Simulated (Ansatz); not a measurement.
Problem. Each is relaxed and computed with the program Ansatz at the PBEsol level (PAW). Which is the only one with a gap?
(A) NbP, P-6m2 (Nb on 1a, P on 1f)
(B) PrP, rock salt
(C) EuSnP, P4/nmm (P on 2c, Eu on 2c, Sn on 2c)
(D) NbPO5, P4/nmm (Nb on 2c, P on 2b, O on 8i, O on 2c)

Solution. D, NbPO5, P4/nmm (Nb on 2c, P on 2b, O on 8i, O on 2c). NbPO5: gap 3.28 eV (indirect); EuSnP: metal; NbP: metal; PrP: metal. The 4f shell is in the valence, and the state reached may lie above the lowest one. Spin orders computed, not proven ground states: EuSnP, P4/nmm (P on 2c, Eu on 2c, Sn on 2c) ferromagnetic; PrP, rock salt ferromagnetic. Constructed cells (a structure type filled with these elements, in neither database checked): NbP, P-6m2 (Nb on 1a, P on 1f). Standing as an ambient phase not checked: NbPO5, P4/nmm (Nb on 2c, P on 2b, O on 8i, O on 2c); EuSnP, P4/nmm (P on 2c, Eu on 2c, Sn on 2c); PrP, rock salt. All cells were relaxed under the symmetry of their starts (and spin orders); stability against distortions was not tested throughout. Rows with no word on spin ran without spin polarisation. No Hubbard U is applied. Spin–orbit coupling is left out wherever it is not named.

Potentials: the later of the program's two PAW sets.
